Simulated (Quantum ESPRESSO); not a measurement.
**Kohn-Sham bands of GeTe (R3m)**

```xyz
2
Lattice="-2.0945 3.6278 0.0000 -4.1890 0.0000 0.0000 -2.0945 1.2093 3.6790" Properties=species:S:1:pos:R:3 pbc="T T T"
Ge     0.0000     0.0000     0.0858
Te     2.0945    -1.2093     1.5219
```

Structure: Materials Project mp-938, symmetrised, not relaxed again. COD (Crystallography Open Database) has the formula in 3 space groups, this one among them (matched by group alone). Computed values, not measurements, from PBEsol: Quantum ESPRESSO (norm-conserving PseudoDojo potentials, cutoff 64 Ry, spinors with spin-orbit coupling) on a Γ-centred 6×6×6 mesh, then Wannier90. Density: 10×10×10 mesh, cold smearing 0.01 Ry. The cell is built of weakly bound layers, chains or molecules, whose nearest atoms lie 3.30 Å apart. Database cells relaxed without dispersion often hold them too far apart, which can enlarge gaps and weakens couplings between them; spacing and stacking were not compared with the measured crystal.

Task: List the Kohn-Sham levels between −8 and 3.4 eV relative to the valence-band maximum at the high-symmetry points, as a band run of pw.x on that density gives them (levels within 2 meV counted together).

Result: 
```json
[
 {"point": "Γ", "k (reciprocal lattice)": "0.000 0.000 0.000", "levels (eV)": "-4.98 (×2), -2.24 (×2), -1.54 (×2), -1.41 (×2), 2.36 (×2), 3.07 (×2), 3.33 (×2)"},
 {"point": "T", "k (reciprocal lattice)": "0.000 0.000 0.500", "levels (eV)": "-1.78 (×2), -1.17 (×2), -0.42 (×2), 0.85 (×2), 1.02 (×2), 1.48 (×2)"},
 {"point": "H_2", "k (reciprocal lattice)": "-0.261 -0.523 0.239", "levels (eV)": "-4.87, -4.63, -4.59, -4.41, -0.83, -0.72, 1.31 (×2)"},
 {"point": "H_0", "k (reciprocal lattice)": "-0.477 -0.739 -0.239", "levels (eV)": "-4.87, -4.63, -4.59, -4.41, -0.83, -0.72, 1.31 (×2)"},
 {"point": "L", "k (reciprocal lattice)": "0.000 -0.500 0.000", "levels (eV)": "-2.22 (×2), -1.73 (×2), -0.28 (×2), 0.45 (×2), 0.74 (×2), 1.25 (×2)"},
 {"point": "S_0", "k (reciprocal lattice)": "-0.369 -0.739 -0.369", "levels (eV)": "-5.10, -4.94, -3.21, -2.94, -2.60, -2.40, 2.88, 3.23, 3.40"},
 {"point": "S_2", "k (reciprocal lattice)": "-0.369 -0.631 0.000", "levels (eV)": "-5.10, -4.94, -3.21, -2.94, -2.60, -2.40, 2.88, 3.23, 3.40"},
 {"point": "F", "k (reciprocal lattice)": "-0.500 -0.500 0.000", "levels (eV)": "-7.59 (×2), -5.10 (×2), -3.59 (×2), -3.22 (×2), 2.03 (×2)"}
]
```
